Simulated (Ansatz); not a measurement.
An Ansatz (a first-principles code) run. Input:

Ansatz 0.2 input:
```yaml
crystal:
  lattice:
    - [2.1934794829, 1.2664059699, 10.0936593395]
    - [-2.1934794829, 1.2664059699, 10.0936593395]
    - [0.0, -2.5328119398, 10.0936593395]
  atoms:
    - { symbol: Bi, position: [0.5998426051, 0.5998426051, 0.5998426051] }
    - { symbol: Bi, position: [0.4001573949, 0.4001573949, 0.4001573949] }
    - { symbol: Te, position: [0.7907056343, 0.7907056343, 0.7907056343] }
    - { symbol: Te, position: [0.2092943657, 0.2092943657, 0.2092943657] }
    - { symbol: Te, position: [0.0, 0.0, 0.0] }
kpoints:
  mp_grid: { grid: [4, 4, 4] }
hamiltonian:
  xc: hse06
  pseudopotentials: { kind: paw }
scf:
  n_extra_bands: 6
  occupations: { method: fixed }
output:
  eigenvalues: true
  eigenstates:
    e_range: [-9.0, 8.4]
    kpoints:
      - [0.0, 0.0, 0.0]  # VBM
      - [0.0, 0.0, 0.0]  # CBM
      - [0.0, 0.0, 0.0]  # GAMMA
      - [0.5, 0.5, 0.5]  # T
      - [0.5, 0.0, 0.0]  # L
      - [0.5, 0.0, 0.5]  # F
      - [0.3385805302, -0.3385805302, 0.0]  # S_0
      - [0.6614194698, 0.0, 0.3385805302]  # S_2
      - [0.5, -0.1771610604, 0.1771610604]  # H_0
      - [0.8228389396, 0.1771610604, 0.5]  # H_2
```

Output (shortened):

```
basis.fft_grid_basis auto: the FFT boxes are laid along the combinations [[1, 0, -1], [0, 1, -1], [0, 0, 1]] of the cell's own vectors, 4.387, 4.387 and 10.407 …
Pseudopotential: Bi, paw, valence charge 15
Pseudopotential: Te, paw, valence charge 16
Functional definition: HSE06
davidson cushion auto → on  (no smearing: the cushion is to keep the highest requested band from converging to the state above it …
Crystal: 5 atoms, lattice volume = 168.231 Å³
Basis set: ecut = 420 eV, 3303 PW (Γ), FFT grids on a1−a3, a2−a3, a3
Bands: 45, of which v1, the nominal top of the filled ones, is band 39 counted from 1 (38 counted from 0)
Symmetry: 12 space group operations
Space group: R-3m (ITA 166), of the structure as read, at distance tolerance 5.5e-5 Å
k-points: 13 of 64
SCF iter   1: F=—  HF=-45734.097067 eV  |F-HF|=—  |Δ(HF+E_count)|=         —  Δρ=9.55e-4  dr2=2.76e-3  ethr=1.77e-3  ⟨swp⟩=8.0  Hψ=2356  notcnv=0
preconditioner: auto → none
SCF iter   2: F=—  HF=-45734.100451 eV  |F-HF|=—  |Δ(HF+E_count)|=   3.38e-3  Δρ=6.58e-4  dr2=4.04e-3  ethr=3.54e-6  ⟨swp⟩=5.6  Hψ=2264  notcnv=0  defer=1
SCF iter   3: F=—  HF=-45734.101028 eV  |F-HF|=—  |Δ(HF+E_count)|=   5.77e-4  Δρ=6.37e-4  dr2=8.29e-3  ethr=3.54e-6  ⟨swp⟩=4.1  Hψ=1484  notcnv=0
SCF iter   4: F=—  HF=-45734.100257 eV  |F-HF|=—  |Δ(HF+E_count)|=   7.71e-4  Δρ=2.94e-4  dr2=8.32e-4  ethr=3.54e-6  ⟨swp⟩=3.1  Hψ=1345  notcnv=0
iter 5 solved again at ethr=2.14e-8 eV; its pass at ethr=1.07e-6 eV (dr2=1.67e-5 eV) is discarded
SCF iter   5: F=—  HF=-45734.100297 eV  |F-HF|=—  |Δ(HF+E_count)|=   3.99e-5  Δρ=8.13e-5  dr2=1.63e-5  ethr=2.14e-8  ⟨swp⟩=4.6  Hψ=2982  notcnv=0
SCF iter   6: F=-45734.100297 eV  HF=-45734.100297 eV  |F-HF|=4.67e-7  |Δ(HF+E_count)|=   4.68e-7  Δρ=4.26e-5  dr2=2.03e-6  ethr=2.10e-8  ⟨swp⟩=3.2  Hψ=1477  notcnv=0
SCF 1 stopped early in 6 iterations: F = -45734.100297 eV  dr2 = 2.03e-6
Crystal: 5 atoms, lattice volume = 168.231 Å³
Exchange kernel: α = 0.2500, screened, ω = 0.2079 Å⁻¹, Wigner–Seitz truncation, v(0) = 1041.6164 eV·Å³, q-mesh 4×4×4, nearest image of the exchange supercell L …
Frozen-core exchange: fock
SCF iter   1: F=—  HF=-45754.807909 eV  |F-HF|=—  |Δ(HF+E_count)|=         —  Δρ=4.29e-3  dr2=3.79e-2  ethr=2.61e-8  ⟨swp⟩=10.8  Hψ=3745  notcnv=0
preconditioner: auto → none
SCF iter   2: F=—  HF=-45754.805717 eV  |F-HF|=—  |Δ(HF+E_count)|=   2.19e-3  Δρ=2.28e-3  dr2=5.70e-2  ethr=2.61e-8  ⟨swp⟩=7.3  Hψ=3097  notcnv=0
SCF iter   3: F=—  HF=-45754.803927 eV  |F-HF|=—  |Δ(HF+E_count)|=   1.79e-3  Δρ=1.93e-3  dr2=4.65e-2  ethr=2.61e-8  ⟨swp⟩=7.5  Hψ=3017  notcnv=0
SCF iter   4: F=—  HF=-45754.798954 eV  |F-HF|=—  |Δ(HF+E_count)|=   4.97e-3  Δρ=9.32e-4  dr2=6.92e-3  ethr=2.61e-8  ⟨swp⟩=6.3  Hψ=2624  notcnv=0
SCF iter   5: F=—  HF=-45754.812037 eV  |F-HF|=—  |Δ(HF+E_count)|=   1.31e-2  Δρ=8.86e-4  dr2=2.71e-3  ethr=2.61e-8  ⟨swp⟩=6.2  Hψ=2746  notcnv=0
SCF iter   6: F=—  HF=-45754.811582 eV  |F-HF|=—  |Δ(HF+E_count)|=   4.55e-4  Δρ=2.38e-4  dr2=2.12e-4  ethr=2.61e-8  ⟨swp⟩=5.0  Hψ=2111  notcnv=0
SCF iter   7: F=—  HF=-45754.811925 eV  |F-HF|=—  |Δ(HF+E_count)|=   3.44e-4  Δρ=1.30e-4  dr2=1.05e-4  ethr=2.61e-8  ⟨swp⟩=4.5  Hψ=2076  notcnv=0
SCF iter   8: F=-45754.811909 eV  HF=-45754.811910 eV  |F-HF|=1.67e-6  |Δ(HF+E_count)|=   1.48e-5  Δρ=2.28e-5  dr2=4.57e-6  ethr=2.61e-8  ⟨swp⟩=3.9  Hψ=1484  notcnv=0
SCF 2 stopped early in 8 iterations: F = -45754.811909 eV  dr2 = 4.57e-6
hybrid outer 1: dexx = +1.545e-2 eV, tail = 1.68e-4 eV
Crystal: 5 atoms, lattice volume = 168.231 Å³
Exchange kernel: α = 0.2500, screened, ω = 0.2079 Å⁻¹, Wigner–Seitz truncation, v(0) = 1041.6164 eV·Å³, q-mesh 4×4×4, nearest image of the exchange supercell L …
Frozen-core exchange: fock
SCF iter   1: F=—  HF=-45754.811683 eV  |F-HF|=—  |Δ(HF+E_count)|=         —  Δρ=3.28e-5  dr2=7.68e-6  ethr=1.08e-6  ⟨swp⟩=2.5  Hψ=1295  notcnv=0
preconditioner: auto → none
iter 2 solved again at ethr=1.95e-10 eV; its pass at ethr=9.54e-9 eV (dr2=1.52e-7 eV) is discarded
SCF iter   2: F=—  HF=-45754.811682 eV  |F-HF|=—  |Δ(HF+E_count)|=   1.37e-7  Δρ=1.36e-5  dr2=3.57e-7  ethr=1.95e-10  ⟨swp⟩=4.0  Hψ=3398  notcnv=0
SCF iter   3: F=-45754.811683 eV  HF=-45754.811683 eV  |F-HF|=2.47e-8  |Δ(HF+E_count)|=   9.32e-7  Δρ=6.83e-6  dr2=6.90e-8  ethr=1.95e-10  ⟨swp⟩=4.5  Hψ=1857  notcnv=0  defer=6
SCF 3 converged in 3 iterations: F = -45754.811683 eV  dr2 = 6.90e-8
hybrid outer 2: dexx = +1.071e-6 eV, tail = 1.71e-7 eV, Δε = 2.75e-3 eV (about 1.92e-4 eV left of the loop's levels)
NSCF: frozen V_eff on 10 k-points
hybrid SCF converged: 2 outer / 11 inner (+6 warm-up), last move |dexx| = 1.07e-6 eV, tail = 1.71e-7 eV
Stability not checked (fock_operator)
Free energy (F): -45754.811683 eV
Frozen-core exchange: fock
Harris-Foulkes:  -45754.811683 eV  (|F-HF|=2.47e-8)
Internal energy: -45754.811683 eV  (E = F + TS)
E sigma→0 (E₀):  -45754.811683 eV
Fermi energy:    9.175865 eV
--- Per-component energies (eV) ---
  E_band       = -1138.291757
  E_kinetic    = 1140.469480
  E_local      = -6824.485196  (includes V_loc(G=0)·N_el)
  E_nonlocal   = 190.834481
  E_hartree    = 3412.516360
  E_xc         = -544.290390
  E_vxc        = -482.543613  (∫ρ·V_xc dr)
  E_exx        = -205.079255  (= α·E_x^exact, valence–valence)
  E_paw        = -35262.405009  (= ΣΔE_a)
  E_vpaw       = -1577.435957  (= ΣTr[D̂ρ^β])
  E_aug_tail   = -0.001478  (compensation charges beyond the density's cutoff)
  E_ewald      = -7662.131452
  E_core_change = -0.239225  (= ΣΔE_core)
  E_smearing   =  0.000000  (= −TS)
  E_closure    = 0.000000  (closes the sum)
  Σ components = -45754.811683   (vs F -45754.811683, Δ=-7.28e-12)
  [band-id]    e_kinetic+e_local+e_nonlocal+2·e_hartree+e_vxc+2·e_exx+e_vpaw+e_augmentation_tail = -1138.288074   (vs E_band -1138.291757, Δ=3.68e-3)
--- Band table (eV; the first three rows and the last of 13) ---
  k-point 0: bands = ["-30.1065", "-30.1065", "-30.0994", "-30.0994", "-30.0941", "-30.0941", "-30.0938", "-30.0938", "-30.0936", "-30.0910", "-29.8998", "-29.8941", "-29.8941", "-29.8557", "-29.8557", "-16.1824", "-16.1824", "-16.1799", "-16.1799", …
  k-point 1: bands = ["-30.1062", "-30.1056", "-30.0999", "-30.0984", "-30.0958", "-30.0949", "-30.0935", "-30.0928", "-30.0927", "-30.0905", "-29.8995", "-29.8943", "-29.8941", "-29.8556", "-29.8550", "-16.1890", "-16.1859", "-16.1788", "-16.1761", …
  k-point 2: bands = ["-30.1059", "-30.1041", "-30.1012", "-30.0976", "-30.0968", "-30.0951", "-30.0935", "-30.0925", "-30.0913", "-30.0906", "-29.8991", "-29.8944", "-29.8942", "-29.8555", "-29.8543", "-16.1960", "-16.1924", "-16.1771", "-16.1736", …
  k-point 12: bands = ["-30.1065", "-30.1065", "-30.0994", "-30.0994", "-30.0941", "-30.0941", "-30.0938", "-30.0938", "-30.0936", "-30.0910", "-29.8998", "-29.8941", "-29.8941", "-29.8557", "-29.8557", "-16.1824", "-16.1824", "-16.1799", "-16.1799", …
```

Cost: roughly 12 core-minutes on shared cores.

The points marked VBM and CBM come from a semilocal run.

The cell was relaxed with PBE+D3(BJ) under the symmetry of its start; of distortions, only those at the zone centre were tested. Scalar-relativistic: spin–orbit coupling is off unless named, which matters more the heavier the elements.

Potentials: the later of the program's two PAW sets.

Ansatz is a plane-wave DFT program.
